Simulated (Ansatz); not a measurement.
Input for Ansatz (plane-wave DFT, PAW):

```yaml
crystal:
  lattice:
    - [2.6728495568, 0.0, 0.0]
    - [-1.3364247784, 4.4324195505, 0.0]
    - [0.0, 0.0, 25.3735513697]
  atoms:
    - { symbol: Rh, position: [0.0, 0.0, 0.0] }
    - { symbol: Rh, position: [0.1818181818, 0.3636363636, 0.1347513634] }
    - { symbol: Rh, position: [0.3636363636, 0.7272727273, 0.2695027268] }
    - { symbol: Rh, position: [0.4545454545, 0.9090909091, 0.0898342423] }
    - { symbol: Rh, position: [0.0909090909, 0.1818181818, 0.3144198479] }
    - { symbol: Rh, position: [0.2727272727, 0.5454545455, 0.4491712113] }
    - { symbol: Rh, position: [0.6363636364, 0.2727272727, 0.2245856057] }
    - { symbol: Rh, position: [0.8181818182, 0.6363636364, 0.3593369691] }
    - { symbol: Rh, position: [0.7272727273, 0.4545454545, 0.0449171211] }
    - { symbol: Rh, position: [0.9090909091, 0.8181818182, 0.1796684845] }
    - { symbol: Rh, position: [0.5454545455, 0.0909090909, 0.4042540902] }
    - { symbol: Rh, position: [0.1818181818, 0.3636363636, 0.8593369691] }
    - { symbol: Rh, position: [0.3636363636, 0.7272727273, 0.7245856057] }
    - { symbol: Rh, position: [0.4545454545, 0.9090909091, 0.9042540902] }
    - { symbol: Rh, position: [0.0909090909, 0.1818181818, 0.6796684845] }
    - { symbol: Rh, position: [0.2727272727, 0.5454545455, 0.5449171211] }
    - { symbol: Rh, position: [0.6363636364, 0.2727272727, 0.7695027268] }
    - { symbol: Rh, position: [0.8181818182, 0.6363636364, 0.6347513634] }
    - { symbol: Rh, position: [0.7272727273, 0.4545454545, 0.9491712113] }
    - { symbol: Rh, position: [0.9090909091, 0.8181818182, 0.8144198479] }
    - { symbol: Rh, position: [0.5454545455, 0.0909090909, 0.5898342423] }
    - { symbol: Rh, position: [1.0, 1.0, 0.5] }
basis:
  ecutwfc: 420
kpoints:
  mp_grid: { grid: [14, 14, 2] }
hamiltonian:
  xc: pbesol
scf:
  occupations: { method: gaussian, width: 0.1 }
output:
  forces: true
  stress: true
  eigenvalues: true
  populations: true
  write_density: true
  write_potential: true
  elf: true
  volumetric_format: npy
relax:
  adjacent_minimum: "off"
  f_tol: 0.02
  max_steps: 60
  cell: { fix: [a, b, alpha, beta, gamma], stress_tol: 0.1 }
```

Launched with
```bash
ansatz run input.yaml --threads 4 --pin off --max-ram 11264MiB --backend cpu --events-out ev --progress --plain --runs-dir out
```

Computed with DFT PBEsol, scalar-relativistic, plane waves, PAW (Ansatz).

Part of what the program printed, abridged:

```
Pseudopotentials: kind: paw
Pseudopotential: Rh, paw, valence charge 17, recommended cutoff 420 eV (normal)
Functional definition: PBEsol
Crystal: 22 atoms, lattice volume = 300.605 Å³
Basis set: ecut = 420 eV, 5883 PW (Γ), exchange–correlation on 36×64×360 points (8 copies of the dense FFT grid, shifted against one another)
Bands: 225, of which v1, the nominal top of the filled ones, is band 187 counted from 1 (186 counted from 0)
Symmetry: 4 space group operations
Space group: Cmc21 (ITA 36), of the structure as read, at distance tolerance 6.7e-5 Å
k-points: 114 of 392
Initial density: superposition of atomic densities (neutral atoms: chi_scale 0, normalization atom), corrected by the library's trained network
Initial wavefunctions: pseudopotential atomic-orbital guess
Functional: x = pbesol(κ = 0.804, μ = 0.12345679), c = pbesol(β = 0.046)
SCF iter   1: F=—  HF=-139451.539441 eV  |F-HF|=—  |Δ(HF+E_count)|=         —  Δρ=1.24e-2  dr2=1.40e0  ethr=1.77e-3  ⟨swp⟩=5.2  Hψ=79745  notcnv=0  defer=860
SCF iter   2: F=—  HF=-139451.481088 eV  |F-HF|=—  |Δ(HF+E_count)|=   5.84e-2  Δρ=5.57e-3  dr2=4.05e-1  ethr=3.75e-4  ⟨swp⟩=1.0  Hψ=29526  notcnv=0  defer=1035
SCF iter   3: F=—  HF=-139451.459412 eV  |F-HF|=—  |Δ(HF+E_count)|=   2.17e-2  Δρ=9.66e-4  dr2=2.60e-2  ethr=1.08e-4  ⟨swp⟩=1.1  Hψ=23439  notcnv=0  defer=1035
SCF iter   4: F=—  HF=-139451.458720 eV  |F-HF|=—  |Δ(HF+E_count)|=   6.92e-4  Δρ=2.16e-4  dr2=2.15e-3  ethr=6.95e-6  ⟨swp⟩=1.0  Hψ=23370  notcnv=0  defer=1035
SCF iter   5: F=—  HF=-139451.458667 eV  |F-HF|=—  |Δ(HF+E_count)|=   5.22e-5  Δρ=8.08e-5  dr2=9.74e-5  ethr=5.75e-7  ⟨swp⟩=1.0  Hψ=23376  notcnv=0  defer=1035
SCF iter   6: F=—  HF=-139451.458419 eV  |F-HF|=—  |Δ(HF+E_count)|=   2.48e-4  Δρ=1.93e-5  dr2=1.76e-6  ethr=2.61e-8  ⟨swp⟩=1.1  Hψ=23692  notcnv=0  defer=1078
SCF iter   7: F=—  HF=-139451.458419 eV  |F-HF|=—  |Δ(HF+E_count)|=   2.22e-8  Δρ=7.19e-6  dr2=1.68e-7  ethr=4.71e-10  ⟨swp⟩=2.4  Hψ=37449  notcnv=0  defer=1078
SCF iter   8: F=-139451.458419 eV  HF=-139451.458419 eV  |F-HF|=2.15e-8  |Δ(HF+E_count)|=   3.02e-8  Δρ=1.98e-6  dr2=2.72e-8  ethr=2.67e-11  ⟨swp⟩=12.7  Hψ=162907  notcnv=0
SCF 1 converged in 8 iterations: F = -139451.458419 eV  dr2 = 2.72e-8
relax step   1: F+E_penalty+E_count = -139451.45841903 eV  Δ(F+E_penalty+E_count) = +0.000e0 eV  max|allowed force component| = 1.112e0 eV/Å  Δτ_max = 0.0000 Å  P = -1.076 GPa  Ω = 300.605 Å³  fix = [a, b, alpha, beta, gamma]  reactions: a -1.065, b -1.996 GPa; gamma +0.281 GPa/rad (8 SCF iters, dr2 threshold 1.00e-7 eV, accepted)
Crystal: 22 atoms, lattice volume = 298.954 Å³
Basis set: ecut = 420 eV, 5847 PW (Γ), exchange–correlation on 36×64×360 points (8 copies of the dense FFT grid, shifted against one another)
Initial density: handed on by an earlier stage of this run
Initial wavefunctions: those handed on with the density
SCF iter   1: F=—  HF=-139451.635035 eV  |F-HF|=—  |Δ(HF+E_count)|=         —  Δρ=8.06e-3  dr2=7.19e-2  ethr=1.95e-5  ⟨swp⟩=2.6  Hψ=107028  notcnv=0
SCF iter   2: F=—  HF=-139451.625713 eV  |F-HF|=—  |Δ(HF+E_count)|=   9.32e-3  Δρ=4.21e-3  dr2=2.32e-2  ethr=1.92e-5  ⟨swp⟩=1.0  Hψ=25650  notcnv=0
SCF iter   3: F=—  HF=-139451.621560 eV  |F-HF|=—  |Δ(HF+E_count)|=   4.15e-3  Δρ=6.31e-4  dr2=1.96e-3  ethr=6.20e-6  ⟨swp⟩=2.5  Hψ=38145  notcnv=0
SCF iter   4: F=—  HF=-139451.621152 eV  |F-HF|=—  |Δ(HF+E_count)|=   4.08e-4  Δρ=1.40e-4  dr2=2.03e-4  ethr=5.23e-7  ⟨swp⟩=1.0  Hψ=25650  notcnv=0
SCF iter   5: F=—  HF=-139451.621150 eV  |F-HF|=—  |Δ(HF+E_count)|=   1.69e-6  Δρ=6.35e-5  dr2=3.18e-5  ethr=5.43e-8  ⟨swp⟩=1.0  Hψ=25650  notcnv=0
SCF iter   6: F=—  HF=-139451.621148 eV  |F-HF|=—  |Δ(HF+E_count)|=   2.20e-6  Δρ=2.52e-5  dr2=3.25e-6  ethr=8.50e-9  ⟨swp⟩=1.2  Hψ=26300  notcnv=0
SCF iter   7: F=-139451.621148 eV  HF=-139451.621148 eV  |F-HF|=1.53e-7  |Δ(HF+E_count)|=   1.19e-8  Δρ=7.44e-6  dr2=2.09e-7  ethr=5.88e-10  ⟨swp⟩=9.0  Hψ=155433  notcnv=0
SCF 2 converged in 7 iterations: F = -139451.621148 eV  dr2 = 2.09e-7
relax step   2: F+E_penalty+E_count = -139451.62114804 eV  Δ(F+E_penalty+E_count) = -1.627e-1 eV  max|allowed force component| = 2.112e-1 eV/Å  Δτ_max = 0.0774 Å  P = +0.303 GPa  Ω = 298.954 Å³  energy of the carried Pulay correction = +9.784e-4 eV  fix = [a, b, alpha, beta, gamma]  reactions: a +0.066, b -0.891 GPa; gamma +0.289 GPa/rad (7 SCF iters, dr2 threshold 2.20e-6 eV, accepted)
Crystal: 22 atoms, lattice volume = 299.975 Å³
Basis set: ecut = 420 eV, 5879 PW (Γ), exchange–correlation on 36×64×360 points (8 copies of the dense FFT grid, shifted against one another)
SCF iter   1: F=—  HF=-139451.636613 eV  |F-HF|=—  |Δ(HF+E_count)|=         —  Δρ=2.23e-3  dr2=7.97e-3  ethr=2.28e-6  ⟨swp⟩=2.6  Hψ=98764  notcnv=0
SCF iter   2: F=—  HF=-139451.635724 eV  |F-HF|=—  |Δ(HF+E_count)|=   8.90e-4  Δρ=1.16e-3  dr2=2.47e-3  ethr=2.13e-6  ⟨swp⟩=1.0  Hψ=25650  notcnv=0
SCF iter   3: F=—  HF=-139451.635325 eV  |F-HF|=—  |Δ(HF+E_count)|=   3.99e-4  Δρ=1.65e-4  dr2=1.70e-4  ethr=6.61e-7  ⟨swp⟩=2.3  Hψ=39645  notcnv=0
SCF iter   4: F=—  HF=-139451.635022 eV  |F-HF|=—  |Δ(HF+E_count)|=   3.03e-4  Δρ=3.78e-5  dr2=1.61e-5  ethr=4.54e-8  ⟨swp⟩=1.0  Hψ=25650  notcnv=0
SCF iter   5: F=—  HF=-139451.635021 eV  |F-HF|=—  |Δ(HF+E_count)|=   5.93e-7  Δρ=1.81e-5  dr2=5.48e-6  ethr=4.31e-9  ⟨swp⟩=2.3  Hψ=37306  notcnv=0
SCF iter   6: F=-139451.635020 eV  HF=-139451.635021 eV  |F-HF|=5.26e-7  |Δ(HF+E_count)|=   1.77e-7  Δρ=4.63e-6  dr2=5.43e-7  ethr=5.88e-10  ⟨swp⟩=7.8  Hψ=146377  notcnv=0
SCF 3 converged in 6 iterations: F = -139451.635020 eV  dr2 = 5.43e-7
relax step   3: F+E_penalty+E_count = -139451.63502049 eV  Δ(F+E_penalty+E_count) = -1.387e-2 eV  max|allowed force component| = 3.919e-2 eV/Å  Δτ_max = 0.0163 Å  P = -0.714 GPa  Ω = 299.975 Å³  energy of the carried Pulay correction = +3.726e-4 eV  fix = [a, b, alpha, beta, gamma]  reactions: a -0.519, b -1.549 GPa; gamma +0.311 GPa/rad (6 SCF iters, dr2 threshold 2.20e-6 eV, accepted)
Crystal: 22 atoms, lattice volume = 299.934 Å³
SCF iter   1: F=—  HF=-139451.635633 eV  |F-HF|=—  |Δ(HF+E_count)|=         —  Δρ=3.83e-4  dr2=1.60e-4  ethr=4.18e-8  ⟨swp⟩=2.4  Hψ=86636  notcnv=0
SCF iter   2: F=—  HF=-139451.635612 eV  |F-HF|=—  |Δ(HF+E_count)|=   2.04e-5  Δρ=1.97e-4  dr2=4.89e-5  ethr=4.18e-8  ⟨swp⟩=1.0  Hψ=25650  notcnv=0
SCF iter   3: F=—  HF=-139451.635327 eV  |F-HF|=—  |Δ(HF+E_count)|=   2.86e-4  Δρ=2.88e-5  dr2=3.34e-6  ethr=1.31e-8  ⟨swp⟩=2.5  Hψ=43458  notcnv=0
SCF iter   4: F=—  HF=-139451.635326 eV  |F-HF|=—  |Δ(HF+E_count)|=   6.98e-7  Δρ=7.16e-6  dr2=1.75e-7  ethr=8.93e-10  ⟨swp⟩=2.0  Hψ=35904  notcnv=0
SCF iter   5: F=-139451.635326 eV  HF=-139451.635326 eV  |F-HF|=2.16e-8  |Δ(HF+E_count)|=   2.64e-8  Δρ=2.61e-6  dr2=2.90e-8  ethr=4.69e-11  ⟨swp⟩=2.0  Hψ=36126  notcnv=0
SCF iter   6: F=-139451.635326 eV  HF=-139451.635326 eV  |F-HF|=1.14e-9  |Δ(HF+E_count)|=   4.98e-9  Δρ=7.19e-7  dr2=1.93e-9  ethr=7.75e-12  ⟨swp⟩=5.7  Hψ=132941  notcnv=0
SCF 4 converged in 6 iterations: F = -139451.635326 eV  dr2 = 1.93e-9
relax step   4: F+E_penalty+E_count = -139451.63532596 eV  Δ(F+E_penalty+E_count) = -3.055e-4 eV  max|allowed force component| = 5.383e-3 eV/Å  Δτ_max = 0.0041 Å  P = -0.666 GPa  Ω = 299.934 Å³  energy of the carried Pulay correction = +3.969e-4 eV  fix = [a, b, alpha, beta, gamma]  reactions: a -0.487, b -1.517 GPa; gamma +0.311 GPa/rad (6 SCF iters, dr2 threshold 9.60e-8 eV, accepted)
Initial wavefunctions: pseudopotential atomic-orbital guess (no wavefunctions were taken with the density)
SCF iter   1: F=—  HF=-139451.635222 eV  |F-HF|=—  |Δ(HF+E_count)|=         —  Δρ=5.53e-6  dr2=1.57e-8  ethr=7.37e-8  ⟨swp⟩=3.5  Hψ=142028  notcnv=0
SCF iter   2: F=—  HF=-139451.634936 eV  |F-HF|=—  |Δ(HF+E_count)|=   2.86e-4  Δρ=3.06e-6  dr2=5.04e-9  ethr=4.19e-12  ⟨swp⟩=3.9  Hψ=76063  notcnv=0
SCF iter   3: F=-139451.634936 eV  HF=-139451.634936 eV  |F-HF|=5.82e-11  |Δ(HF+E_count)|=   2.59e-9  Δρ=5.44e-7  dr2=3.80e-10  ethr=1.35e-12  ⟨swp⟩=2.2  Hψ=47300  notcnv=0
SCF iter   4: F=-139451.634936 eV  HF=-139451.634936 eV  |F-HF|=1.16e-10  |Δ(HF+E_count)|=  1.75e-10  Δρ=1.76e-7  dr2=1.29e-10  ethr=1.00e-12  ⟨swp⟩=1.0  Hψ=25650  notcnv=0
SCF iter   5: F=-139451.634936 eV  HF=-139451.634936 eV  |F-HF|=2.91e-11  |Δ(HF+E_count)|=  5.82e-11  Δρ=4.69e-8  dr2=1.68e-11  ethr=1.00e-12  ⟨swp⟩=1.0  Hψ=25650  notcnv=0
SCF iter   6: F=-139451.634936 eV  HF=-139451.634936 eV  |F-HF|=2.91e-11  |Δ(HF+E_count)|=    0.00e0  Δρ=1.59e-8  dr2=1.67e-12  ethr=1.00e-12  ⟨swp⟩=1.0  Hψ=25650  notcnv=0
SCF iter   7: F=-139451.634936 eV  HF=-139451.634936 eV  |F-HF|=2.91e-11  |Δ(HF+E_count)|=  2.91e-11  Δρ=4.12e-9  dr2=2.66e-14  ethr=1.00e-12  ⟨swp⟩=3.0  Hψ=82194  notcnv=0
SCF 5 converged in 7 iterations: F = -139451.634936 eV  dr2 = 2.66e-14
SCF converged after 7 iterations
Free energy (F): -139451.634936 eV
Harris-Foulkes:  -139451.634936 eV  (|F-HF|=2.91e-11)
Internal energy: -139451.490924 eV  (E = F + TS)
E sigma→0 (E₀):  -139451.562930 eV
Entropy (-TS):   -0.144012 eV (-6.546 meV/atom)
Fermi energy:    22.492238 eV
--- Per-component energies (eV) ---
  E_band       = -1849.568210
  E_kinetic    = 12619.703306
  E_local      = -34401.396136  (includes V_loc(G=0)·N_el)
  E_nonlocal   = 7840.038073
  E_hartree    = 12094.019919
  E_xc         = -4856.820416
  E_vxc        = -6119.736575  (∫ρ·V_xc dr)
  E_paw        = -77524.389176  (= ΣΔE_a)
  E_vpaw       = -5976.234425  (= ΣTr[D̂ρ^β])
  E_aug_tail   = 0.017710  (compensation charges beyond the density's cutoff)
  E_ewald      = -55228.740598
  E_core_change = 6.076394  (= ΣΔE_core)
  E_smearing   = -0.144012  (= −TS)
--- Forces (eV/Å), atoms counted from 1 ---
  atom   1  Rh     0.00000000    -0.00513404     0.00002323
  atom   2  Rh     0.00000000    -0.00116607    -0.00010427
  atom   3  Rh     0.00000000     0.00315454    -0.00034254
  atom   4  Rh     0.00000000     0.00538295     0.00082753
  atom   5  Rh     0.00000000     0.00272108     0.00084341
  atom   6  Rh     0.00000000    -0.00100830    -0.00163326
  atom   7  Rh     0.00000000    -0.00381673     0.00050508
  atom   8  Rh     0.00000000     0.00131318    -0.00000538
  atom   9  Rh     0.00000000     0.00110624     0.00133006
  atom  10  Rh     0.00000000    -0.00332514    -0.00067830
  atom  11  Rh     0.00000000    -0.00431228    -0.00076557
  atom  12  Rh     0.00000000    -0.00131318    -0.00000538
  atom  13  Rh     0.00000000     0.00381673     0.00050508
  atom  14  Rh     0.00000000     0.00431228    -0.00076557
  atom  15  Rh     0.00000000     0.00332514    -0.00067830
  atom  16  Rh     0.00000000    -0.00110624     0.00133006
  atom  17  Rh     0.00000000    -0.00315454    -0.00034254
  atom  18  Rh     0.00000000     0.00116607    -0.00010427
  atom  19  Rh     0.00000000     0.00100830    -0.00163326
  atom  20  Rh     0.00000000    -0.00272108     0.00084341
  atom  21  Rh     0.00000000    -0.00538295     0.00082753
  atom  22  Rh     0.00000000     0.00513404     0.00002323
--- Stress (GPa, compression-positive) ---
       -0.527916       0.000000       0.000000
        0.000000      -1.476614       0.000000
        0.000000       0.000000       0.006179
  P = ⅓ Tr σ = -0.6661 GPa (-6.661 kbar)
--- Band table (eV; the first three rows and the last of 114) ---
  k-point 0: bands = ["-56.3760", "-56.3735", "-56.3569", "-56.3495", "-56.3247", "-56.3140", "-56.2848", "-56.2723", "-56.2618", "-56.2555", "-56.2515", "-56.2481", "-56.2411", "-56.2406", "-56.2400", "-56.2299", "-56.2269", "-56.2195", "-56.1990", "-56.1985", "-56.1007", "-56.1007", "-24.6235", "-24.6105", "-24.5928", "-24.5528", "-24.5492", "-24.5208", "-24.4979", "-24.4724", "-24.4695", "-24.4691", "-24.4129", "-24.3811", "-24.3755", "-24.3744", "-24.3627", "-24.3425", "-24.2837", "-24.2492", "-24.2427", "-24.2153", "-24.2091", "-24.1926", "-24.1572", "-24.1094", "-24.0858", "-24.0798", "-24.0685", "-24.0476", "-24.0459", "-24.0419", "-24.0334", "-24.0311", "-24.0175", "-24.0135", "-24.0 ...
  k-point 1: bands = ["-56.3749", "-56.3749", "-56.3534", "-56.3534", "-56.3194", "-56.3194", "-56.2789", "-56.2789", "-56.2580", "-56.2580", "-56.2501", "-56.2501", "-56.2403", "-56.2403", "-56.2364", "-56.2364", "-56.2219", "-56.2219", "-56.1987", "-56.1987", "-56.1007", "-56.1007", "-24.6188", "-24.6188", "-24.5768", "-24.5768", "-24.5296", "-24.5296", "-24.4877", "-24.4877", "-24.4648", "-24.4648", "-24.4096", "-24.4096", "-24.3735", "-24.3735", "-24.3328", "-24.3328", "-24.2820", "-24.2820", "-24.2432", "-24.2432", "-24.1777", "-24.1777", "-24.1214", "-24.1214", "-24.1106", "-24.1106", "-24.0468", "-24.0468", "-24.0325", "-24.0325", "-24.0322", "-24.0322", "-24.0274", "-24.0274", "-24.0 ...
  k-point 2: bands = ["-56.3745", "-56.3721", "-56.3556", "-56.3483", "-56.3236", "-56.3131", "-56.2843", "-56.2721", "-56.2620", "-56.2564", "-56.2529", "-56.2488", "-56.2430", "-56.2417", "-56.2408", "-56.2296", "-56.2272", "-56.2195", "-56.1994", "-56.1989", "-56.1009", "-56.1009", "-24.6159", "-24.6023", "-24.5895", "-24.5503", "-24.5468", "-24.5296", "-24.4922", "-24.4902", "-24.4728", "-24.4651", "-24.4200", "-24.3987", "-24.3834", "-24.3769", "-24.3593", "-24.3202", "-24.2756", "-24.2460", "-24.2335", "-24.2106", "-24.2046", "-24.1963", "-24.1526", "-24.1050", "-24.0850", "-24.0742", "-24.0657", "-24.0588", "-24.0568", "-24.0459", "-24.0355", "-24.0310", "-24.0136", "-24.0107", "-24.0 ...
  k-point 113: bands = ["-56.2624", "-56.2624", "-56.2615", "-56.2615", "-56.2556", "-56.2556", "-56.2404", "-56.2404", "-56.2379", "-56.2379", "-56.2344", "-56.2344", "-56.2170", "-56.2170", "-56.2152", "-56.2152", "-56.2135", "-56.2135", "-56.1778", "-56.1778", "-56.0683", "-56.0683", "-24.5912", "-24.5912", "-24.5636", "-24.5636", "-24.5443", "-24.5443", "-24.5259", "-24.5259", "-24.5113", "-24.5113", "-24.4910", "-24.4910", "-24.4811", "-24.4811", "-24.4685", "-24.4685", "-24.4296", "-24.4296", "-24.3911", "-24.3911", "-24.3335", "-24.3335", "-24.3100", "-24.3100", "-24.2430", "-24.2430", "-24.2012", "-24.2012", "-24.1766", "-24.1766", "-24.1548", "-24.1548", "-24.1398", "-24.1398", "-24 ...
--- Relaxed structure (4 steps of the walk, 4 accepted, 1 SCFs on fresh bases) ---
  F+E_penalty+E_count = -139451.63493569 eV   max|allowed force component| = 5.383e-3 eV/Å   (the final SCF, on the basis selected at the relaxed cell)
  cell:  # Å, volume = 299.9342 Å³
    - [2.6728495568, 0.0, 0.0]
    - [-1.3364247784, 4.4324195505, 0.0]
    - [0.0, 0.0, 25.31690853]
  atoms:
    - { symbol: Rh, position: [0.00028787, 0.00057575, -0.00268720] }
    - { symbol: Rh, position: [0.18112081, 0.36224162, 0.13511223] }
    - { symbol: Rh, position: [0.36348100, 0.72696201, 0.26969680] }
    - { symbol: Rh, position: [0.45438033, 0.90876067, 0.08873357] }
    - { symbol: Rh, position: [0.09064416, 0.18128832, 0.31489440] }
    - { symbol: Rh, position: [0.27206353, 0.54412706, 0.44758093] }
    - { symbol: Rh, position: [0.63654902, 0.27309805, 0.22492866] }
    - { symbol: Rh, position: [0.81889053, 0.63778107, 0.35951376] }
    - { symbol: Rh, position: [0.72793533, 0.45587066, 0.04704562] }
    - { symbol: Rh, position: [0.90938085, 0.81876170, 0.17973096] }
    - { symbol: Rh, position: [0.54561637, 0.09123275, 0.40589187] }
    - { symbol: Rh, position: [0.18110946, 0.36221892, 0.85951376] }
    - { symbol: Rh, position: [0.36345097, 0.72690194, 0.72492866] }
    - { symbol: Rh, position: [0.45438362, 0.90876724, 0.90589187] }
    - { symbol: Rh, position: [0.09061914, 0.18123829, 0.67973096] }
    - { symbol: Rh, position: [0.27206466, 0.54412933, 0.54704562] }
    - { symbol: Rh, position: [0.63651899, 0.27303798, 0.76969680] }
    - { symbol: Rh, position: [0.81887918, 0.63775837, 0.63511223] }
    - { symbol: Rh, position: [0.72793646, 0.45587293, 0.94758093] }
    - { symbol: Rh, position: [0.90935583, 0.81871167, 0.81489440] }
    - { symbol: Rh, position: [0.54561966, 0.09123932, 0.58873357] }
    - { symbol: Rh, position: [0.99971212, 0.99942424, 0.49731279] }
--- Löwdin populations: 22 sites ---
  site symbol q [e]
     0     Rh     16.9191
     1     Rh     16.8923
     2     Rh     16.8905
     3     Rh     16.8939
     4     Rh     16.8889
     5     Rh     16.8882
     6     Rh     16.8905
     7     Rh     16.8923
     8     Rh     16.8882
     9     Rh     16.8889
    10     Rh     16.8939
    11     Rh     16.8923
    12     Rh     16.8905
    13     Rh     16.8939
    14     Rh     16.8889
    15     Rh     16.8882
    16     Rh     16.8905
    17     Rh     16.8923
    18     Rh     16.8882
    19     Rh     16.8889
    20     Rh     16.8939
    21     Rh     16.9191
  spilling = 0.006274 (of n_electrons = 374.000000)
```

The relaxation met its thresholds.

The run took 24 min on 4 threads of Arm Neoverse V2 (shared host), peak memory 5.2 GiB.